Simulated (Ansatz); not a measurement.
### Question
Name crystals whose computed values (PBE in the plane-wave PAW code Ansatz) fall in these windows: B₀ by P(V) fit (GPa) 78 to 98; highest Γ mode, no LO–TO term (cm⁻¹) 270 to 360; G_Hill (GPa) 62 to 83.

### Answer


| crystal | B₀ by P(V) fit (GPa) | highest Γ mode, no LO–TO term (cm⁻¹) | G_Hill (GPa) |
|---|---|---|---|
| ScAl3, Cu3Au type | 86.1 | 328 | 70.0 |
Others may fit too.

The cell was relaxed under the symmetry of its start. Rows with no word on spin ran without spin polarisation.

Potentials: the later of the program's two PAW sets.
